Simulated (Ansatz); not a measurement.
## Te$_{3}$Au: distorted cells

Method: Ansatz 0.2.0, DFT PBEsol, scalar-relativistic, plane waves, PAW.

Cutoff 420 eV; k points 14×14×4 on the computed 4-atom cell (Γ-centred); Gaussian smearing, width 0.10 eV; no spin polarisation.

Reference cell:

```xyz
4
Lattice="3.1026 0.0000 0.0000 0.0000 3.1026 0.0000 0.0000 0.0000 12.9395" Properties=species:S:1:pos:R:3 pbc="T T T"
Te    0.0000    0.0000    2.6202
Te    0.0000    0.0000    6.4697
Te    0.0000    0.0000   10.3193
Au    0.0000    0.0000    0.0000
```

Each variant moves atoms of this cell by the vectors given, if any (Å), and then applies a symmetric strain (tensor components, Cartesian axes). The reference cell isn't relaxed at this level. Energies are per atom at zero smearing, counted from the lowest variant. Pressure is positive in compression.

1. strain (xx yy zz yz xz xy, %) -2.04 -2.04 -3.54 0.00 0.00 0.00; moves: Te1 (0.000, 0.000, 0.042); Te3 (0.000, 0.000, -0.042)
2. strain (xx yy zz yz xz xy, %) -0.64 -0.64 5.37 0.00 0.00 0.00; moves: Te1 (0.000, 0.000, -0.354); Te3 (0.000, 0.000, 0.354)
3. strain (xx yy zz yz xz xy, %) -6.99 -6.99 2.01 0.00 0.00 0.00; moves: Te1 (0.000, 0.000, -0.085); Te3 (0.000, 0.000, 0.085)

```csv
result,ΔE (meV/atom),P (GPa),largest force (eV/Å)
A,164.7,6.29,3.24
B,146.2,9.68,0.58
C,0.0,2.40,0.47
```

Which variant gave which result?

A is 2, B is 3, C is 1.

Spin–orbit coupling is left out, which can shift energies with elements as heavy as these.